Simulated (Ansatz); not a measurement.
Ta (bcc (W type)), relaxed and computed with several functionals in Ansatz (plane waves, PAW).

```json
[
 {"functional": "r²SCAN", "a (Å)": "3.305"},
 {"functional": "PBEsol", "a (Å)": "3.281"},
 {"functional": "PBE", "a (Å)": "3.319"},
 {"functional": "LDA", "a (Å)": "3.253"},
 {"functional": "r²SCAN+D4", "a (Å)": "3.301"},
 {"functional": "PBE+D3(BJ)", "a (Å)": "3.286"}
]
```

All cells were relaxed under the symmetry of their starts (and spin orders); stability against distortions was not tested throughout. Named crystals with no word on spin ran without spin polarisation. Scalar-relativistic: spin–orbit coupling is off unless named, which matters more the heavier the elements.

Potentials: the earlier of the program's two PAW sets. The files were generated under PBE; for other functionals the program regenerates the frozen cores, and for LDA and PBEsol the local potential too.

Ansatz (a program for electronic structure) is a plane-wave DFT program.
